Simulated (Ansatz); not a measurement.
## MgO: the gap against volume

MgO, Fm-3m, a = 4.204 Å. Ansatz: r2SCAN, PAW, 500 eV, Γ-centred 10×10×10 mesh on 2 atoms, Gaussian smearing 0.02 eV; no spin polarisation. Symmetry fixes shape and atoms, so the cell is only scaled; x = ln(V/V0) with V0 = 9.290 Å³/atom. The gap is read at the mesh points alone.

```tsv
x	gap y (eV)
-0.1278	7.094
-0.0943	6.703
-0.0619	6.340
-0.0305	6.001
0.0000	5.685
0.0296	5.389
0.0583	5.112
0.0953	?
```

**Question.** Fit a straight line to the other rows, give the volume deformation potential of the gap and its pressure coefficient, and predict the missing gap. B0 = 166.7 GPa.

**Answer.** Means x = -0.03237, y = 6.0463; Σ(Δx)² = 0.02693, ΣΔxΔy = -0.2866; the slope is their ratio. y = 5.7018 − 10.642 x. The slope is the deformation potential a = dE_g/d ln V = -10.64 eV, and dE_g/dP = −a/B0 = 63.8 meV/GPa. With a term in x² added, the coefficient of x becomes -10.19, 4 % less, which shows how far this figure hangs on the form. At x = 0.0953 the fit asked for gives 4.688 eV. The run gave 4.769 eV, so the fit is 0.081 eV too low, 3.5 % of the span of the series, against an rms of 0.022 eV on the fitted rows. The row lies outside the fitted range. With a term in x² added, a fit to the same known rows predicts 4.773 eV, so most of the miss is curvature that the known rows already hold.

Semilocal functionals give gaps under the measured ones; changes of the gap mostly carry over better.